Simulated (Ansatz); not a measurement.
The cell below belongs to a search over invented structures; it isn't taken from experiment.

Input and command of a plane-wave DFT calculation in Ansatz:

```yaml
crystal:
  lattice:
    - [3.0698010002, -4.6707072307, 0.0]
    - [3.0698010002, 4.6707072307, 0.0]
    - [0.0, 0.0, 4.8035786639]
  atoms:
    - { symbol: Zr, position: [0.3376278232, 0.6623721768, 0.0], spin: 1.0 }
    - { symbol: Zr, position: [0.6623721768, 0.3376278232, 0.0], spin: 1.0 }
    - { symbol: Zr, position: [0.5, 0.0, 0.5], spin: 1.0 }
    - { symbol: Zr, position: [0.0, 0.5, 0.5], spin: 1.0 }
    - { symbol: Sc, position: [0.0, 0.0, 0.0], spin: 1.0 }
    - { symbol: Cu, position: [0.5, 0.5, 0.5] }
basis:
  ecutwfc: 420
kpoints:
  mp_grid: { grid: [4, 4, 4] }
hamiltonian:
  xc: pbe
scf:
  occupations: { method: gaussian, width: 0.1 }
  lower_state_search: "off"
output:
  forces: true
  stress: true
  eigenvalues: true
  populations: true
magnetization:
  spin_polarized: true
```

```bash
ansatz run input.yaml --threads 1 --pin off --max-ram 2560MiB --backend cpu --events-out ev --progress --plain --runs-dir out
```

Processor: Arm Neoverse N1, 1 thread, on a host shared with other jobs.

Question: Estimate time, memory and problem size.

Answer: About 85 s, peak memory 0.57 GiB. It solves 50 bands at 21 k points (after reduction by symmetry) with about 2689 plane waves, in 22 SCF iterations.
